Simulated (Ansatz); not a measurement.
SnO2 (rutile), relaxed and computed with several functionals in Ansatz (plane waves, PAW).

```
functional  a (Å)  c (Å)  V (Å³/atom)  gap (eV)  B₀ by P(V) fit (GPa)
----------  -----  -----  -----------  --------  --------------------
LDA         4.723  3.190        11.86      1.16                   202
r²SCAN      4.760  3.201        12.09      1.77                   201
PBE         4.828  3.238        12.58      0.68                   165
HSE06       4.755  3.188        12.02      2.93                   203
```

All cells were relaxed under the symmetry of their starts (and spin orders); stability against distortions was not tested throughout. Scalar-relativistic: spin–orbit coupling is off unless named, which matters more the heavier the elements.

Potentials: the later of the program's two PAW sets.

Ansatz (a first-principles code) is a plane-wave DFT program.
